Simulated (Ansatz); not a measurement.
Vibrational response of HfN at 11 GPa

Level of theory: Ansatz, DFT PBE, scalar-relativistic, plane waves, PAW. Settings: 420 eV plane-wave cutoff, Γ-centred 16×16×16 mesh, Fermi-Dirac smearing of 0.15 eV. No spin polarisation. Phonons by linear response, acoustic sum rule imposed.

The cell, relaxed at 11 GPa:
```xyz
2
Lattice="0.0000 2.2453 2.2453 2.2453 0.0000 2.2453 2.2453 2.2453 0.0000" Properties=species:S:1:pos:R:3 pbc="T T T"
Hf    0.0000    0.0000    0.0000
N     2.2453    2.2453    2.2453
```

In a metal, frequencies and elastic constants depend on the k mesh and the smearing, soft modes and shear constants most. Spin polarisation was left out, and a magnetic state may lie lower. Spin–orbit coupling is left out, which can shift energies with elements as heavy as these.

Task: Is this structure stable against zone-centre distortions?

Result: Yes, at Γ: no optical mode is imaginary. Strains and other wave vectors aren't tested by this run.

Task: List the optical modes at Γ (i marks imaginary ones).

Result:
| frequency (THz) | degeneracy |
| --- | --- |
| 15.43 | 3 |

Cost: 1 run of about 0.52 core-minutes, on Intel Xeon Platinum 8488C (Sapphire Rapids) (shared hosts).